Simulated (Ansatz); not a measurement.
Start of a relaxation of Zr3Sb4:

```cif
data_structure
_symmetry_space_group_name_H-M 'P-43m'
_symmetry_Int_Tables_number 215
_cell_length_a 5.7252
_cell_length_b 5.7252
_cell_length_c 5.7252
_cell_angle_alpha 90.000
_cell_angle_beta 90.000
_cell_angle_gamma 90.000
_cell_volume 187.66
loop_
_atom_site_label
_atom_site_type_symbol
_atom_site_symmetry_multiplicity
_atom_site_Wyckoff_symbol
_atom_site_fract_x
_atom_site_fract_y
_atom_site_fract_z
_atom_site_occupancy
Zr1 Zr 3 d 0.00000 0.00000 0.50000 1
Sb1 Sb 4 e 0.28429 0.71571 0.28429 1
```

Level of theory: DFT PBE, scalar-relativistic, plane waves, PAW (Ansatz). Cutoff 420 eV, Gaussian smearing, Γ-centred meshes. Cell and atoms relax first on a coarse mesh and then on a converged one. In between, the cell is made exact in the group found at 0.06 Å. The steps can't lower the symmetry of their start. No spin polarisation.

A guess keeps its type if space group and coordination stay and the shape of the cell changes little (axis ratios within about 15 %, angles within 6°); the volume may change.

Problem. Does it keep its structure type, or change into something else?

Solution. It keeps its type. The symmetry stays P-43m (No. 215). The volume per atom grows by 32.6 %, from 26.8 to 35.6 Å³. The shortest distance goes from 2.61 Å (Zr–Sb) to 2.82 Å (Zr–Sb). Counting neighbours within 15 % of an atom's shortest distance, the start has Sb 3, Zr 4 and the end Sb 3, Zr 4.

Formation energies are uncorrected and refer to the elements' standard structures at the same level.

Problem. At what energy does it end?

Solution. +0.102 eV/atom. The separate elements lie lower, so it is unstable against them.

The last run used a 4×4×4 mesh for its 7-atom cell and Gaussian smearing of 0.02 eV. Spin–orbit coupling, which can matter for Sb, is left out. Symmetry constrained the relaxation, so the result can be a saddle point.
